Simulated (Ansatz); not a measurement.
Relaxed-ion elastic tensor of AlCo (CsCl type, Pm-3m) in GPa (Voigt order), the program Ansatz at the r²SCAN level (PAW); density 6.33 g/cm³, 11.26 Å³ per atom.

```
302  140  140  0.0  0.0  0.0
140  302  140  0.0  0.0  0.0
140  140  302  0.0  0.0  0.0
0.0  0.0  0.0  163  0.0  0.0
0.0  0.0  0.0  0.0  163  0.0
0.0  0.0  0.0  0.0  0.0  163
```

**Question.** Is the crystal mechanically stable?

**Answer.** Yes: the smallest eigenvalue of C is 162 GPa.

**Question.** Work out the Voigt, Reuss and Hill averages.

**Answer.** K_V = 194, K_R = 194, K_H = 194; G_V = 130, G_R = 116, G_H = 123 GPa.

**Question.** Give Young's modulus, Poisson's ratio, Pugh's ratio and the universal anisotropy index.

**Answer.** E = 9KG/(3K + G) = 305 GPa; ν = 0.24; K/G = 1.58 (brittle by the Pugh limit of 1.75); A_U = 5G_V/G_R + K_V/K_R − 6 = 0.60.

**Question.** Estimate the sound speeds and the Debye temperature.

**Answer.** v_l = √((K + 4G/3)/ρ) = 7520 m/s, v_t = √(G/ρ) = 4410 m/s, mean 4890 m/s; Θ = (h/k)(3n/4πV)^(1/3) v_m = 649 K.

**Question.** Give the Zener ratio and Young's modulus along [100], [110] and [111].

**Answer.** A = 2C44/(C11 − C12) = 2.00; 1/E = S11 − 2(S11 − S12 − S44/2)Γ with Γ = 0, 1/4, 1/3 gives 214, 319, 381 GPa.

The cell was relaxed with r²SCAN under the symmetry of its start. Spin order of the final state: ferromagnetic, the only order run, not a proven ground state. The cell computed holds one magnetic atom, so no antiferromagnetic order was within reach. Other orbital occupations within this spin state were not tried. As this level gives no gap, shear constants depend on the k-mesh and smearing (Fermi–Dirac, 0.1 eV here).

Potentials: the later of the program's two PAW sets.
